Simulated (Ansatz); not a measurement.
## ReSBr₃: input and output

The input, for Ansatz 0.2.0 (plane waves, PAW):

```yaml
crystal:
  lattice:
    - [0.0, 3.853576, 0.0]
    - [8.41744, -1.926788, 0.0]
    - [3.730432, 0.0, -8.51028]
  atoms:
    - { symbol: S, position: [0.731, 0.462, 0.579] }
    - { symbol: S, position: [0.269, 0.538, 0.421] }
    - { symbol: Re, position: [0.196, 0.392, 0.6849] }
    - { symbol: Re, position: [0.804, 0.608, 0.3151] }
    - { symbol: Br, position: [0.33, 0.66, 0.7505] }
    - { symbol: Br, position: [0.67, 0.34, 0.2495] }
    - { symbol: Br, position: [0.6169, 0.2338, 0.9341] }
    - { symbol: Br, position: [0.3831, 0.7662, 0.0659] }
    - { symbol: Br, position: [0.0479, 0.0958, 0.6497] }
    - { symbol: Br, position: [0.9521, 0.9042, 0.3503] }
  symmetry: { tolerance: 0.0003 }
kpoints:
  mp_grid: { grid: [7, 7, 3], shift: [0, 0, 0] }
  band_path:
    path:
      - [0.0, 0.0, 0.0]
      - [0.53123253, -0.26561626, 0.0]
      - [0.46876747, -0.73438374, 0.0]
      - [0.0, -0.5, 0.0]
      - [0.0, 0.0, 0.0]
      - [0.0, -0.5, -0.5]
      - [0.49148491, -0.74574245, -0.5]
      - [0.50851509, -0.25425755, -0.5]
      - [0.0, 0.0, -0.5]
      - [0.0, 0.0, 0.0]
      - [0.5, -0.5, -0.5]
    npoints: 6
magnetization:
  spin_polarized: false
scf:
  occupations: { method: gaussian, width: 0.0124 }
  lower_state_search: "off"
  max_iter: 200
hamiltonian:
  pseudopotentials: { kind: paw }
  xc: pbe
basis:
  ecutwfc: 420
  fft_grid_basis: typed
output:
  forces: true
  stress: true
  eigenvalues: true
  bader: true
  populations: true
  elf: true
  write_potential: true
  volumetric_format: npy
  dos:
    e_range: [-12, 8]
    de: 0.05
    projected: { site_lists: { Br: [Br], Re: [Re], S: [S] } }
checkpoint:
  read: saved_state
```

The run starts from an earlier solution of this cell. 

Parts of the output:

```
Pseudopotentials: kind: paw
Pseudopotential: S, paw, valence charge 6, recommended cutoff 420 eV (normal), S.paw.azcp
Pseudopotential: Re, paw, valence charge 15, recommended cutoff 420 eV (normal), Re.paw.azcp
Pseudopotential: Br, paw, valence charge 7, recommended cutoff 420 eV (normal), Br.paw.azcp
Functional definition: PBE
  exchange = pbe_x(kappa = kappa, mu = beta*pi^2/3)
  correlation = pbe_c(beta = beta)
Crystal: 10 atoms, lattice volume = 276.050 Å³
Basis set: ecut = 420 eV, 5407 PW (Γ), exchange–correlation on 54×120×128 points (8 copies of the dense FFT grid, shifted against one another)
Bands: 52, of which v1, the nominal top of the filled ones, is band 42 counted from 1 (41 counted from 0)
Symmetry: 4 space group operations
Space group: C2/m (ITA 12), of the structure as read, at distance tolerance 2.0e-3 Å
k-points: 44 of 147
Initial density: read from a saved state, or passed on in memory by an earlier SCF of this step, an earlier step, the calling program or the single point that the run made first
Functional: x = pbe(κ = 0.804, μ = 0.2195), c = pbe(β = 0.0667)
SCF iter   1: F=—  Δρ=1.22e-3  dr2=8.28e-3
SCF iter   2: F=—  Δρ=6.74e-4  dr2=1.05e-3
SCF iter   3: F=—  Δρ=2.69e-4  dr2=4.70e-4
SCF iter   4: F=—  Δρ=1.50e-4  dr2=1.50e-4
SCF iter   5: F=—  Δρ=5.53e-5  dr2=2.87e-5
SCF iter   6: F=—  Δρ=2.43e-5  dr2=6.17e-6
SCF iter   7: F=—  Δρ=1.15e-5  dr2=1.20e-6
SCF iter   8: F=—  Δρ=6.71e-6  dr2=3.53e-7
SCF iter   9: F=-40238.3091 eV  Δρ=3.91e-6  dr2=8.32e-8
Free energy (F): -40238.3091 eV
Harris-Foulkes:  -40238.3091 eV  (|F-HF|=6.96e-8)
Internal energy: -40238.3079 eV  (E = F + TS)
E sigma→0 (E₀):  -40238.3085 eV
Entropy (-TS):   -0.0012 eV (-0.121 meV/atom)
Fermi energy:    4.8367 eV
--- Forces (eV/Å), atoms counted from 1 ---
  atom   1  S      0.4548     0.0000     0.4895
  atom   2  S     -0.4548     0.0000    -0.4895
  atom   3  Re    -1.2399     0.0000    -4.4861
  atom   4  Re     1.2399     0.0000     4.4861
  atom   5  Br    -0.5565     0.0000    -0.0610
  atom   6  Br     0.5565     0.0000     0.0610
  atom   7  Br     0.3008     0.0000     1.4023
  atom   8  Br    -0.3008     0.0000    -1.4023
  atom   9  Br     0.8228     0.0000    -0.3755
  atom  10  Br    -0.8228     0.0000     0.3755
--- Stress (GPa, compression-positive) ---
       -3.2292       0.0000       0.4182
        0.0000      12.6969       0.0000
        0.4182       0.0000       4.2630
  P = ⅓ Tr σ = 4.5769 GPa (45.769 kbar)
```

Total energies depend on the potentials used, so only differences within one code and one set of settings carry meaning.

Origin: a known structure type with other elements, at an estimated volume, so it need not be a known compound. Caveats: many states at the Fermi level without spin polarisation, so a magnetic state may lie lower; atoms or cell far from equilibrium.
